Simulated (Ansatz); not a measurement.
Input:

SiGe3:
```
CELL_PARAMETERS angstrom
      3.96664     0.00000     0.00000
      0.00000     3.96664     0.00000
      0.00000     0.00000     5.59428
ATOMIC_POSITIONS crystal
  Si 0.00000 0.00000 0.00000
  Ge 0.50000 0.00000 0.24409
  Ge 0.50000 0.50000 0.50000
  Ge 0.00000 0.50000 0.75591
```

This is the PBEsol-relaxed structure. x, y and z are the axes in which the lattice vectors are written.

**Question.** All from the program Ansatz at the PBEsol level (PAW), unless another level is named. Predict the electron effective mass.

**Answer.** 0.069, 0.099, 0.20 mₑ (principal values).

**Question.** Predict the hole effective mass, band 1 of 2 at the edge.

**Answer.** 1.8 along x, 0.23 along z (mₑ).

**Question.** Next, the gap with spin–orbit coupling?

**Answer.** 0.14 eV.

**Question.** And the HSE06 gap on the PBEsol cell?

**Answer.** 0.94 eV.

**Question.** Next, the hole effective mass with spin–orbit coupling?

**Answer.** 0.060, 0.060, 0.21 mₑ (principal values).

**Question.** Predict the conduction-band minimum.

**Answer.** at R (2 equivalent valleys).

Space group P-4m2. The start of the workflow was typed in or built on a structure type; neither database checked (COD, Materials Project) lists it. Whether it is the stable phase at ambient conditions was not checked. The PBEsol relaxation kept the symmetry of its start; whether a distortion lowers the energy is not shown. Scalar-relativistic: spin–orbit coupling is off unless named, which matters more the heavier the elements.

Potentials: the later of the program's two PAW sets.
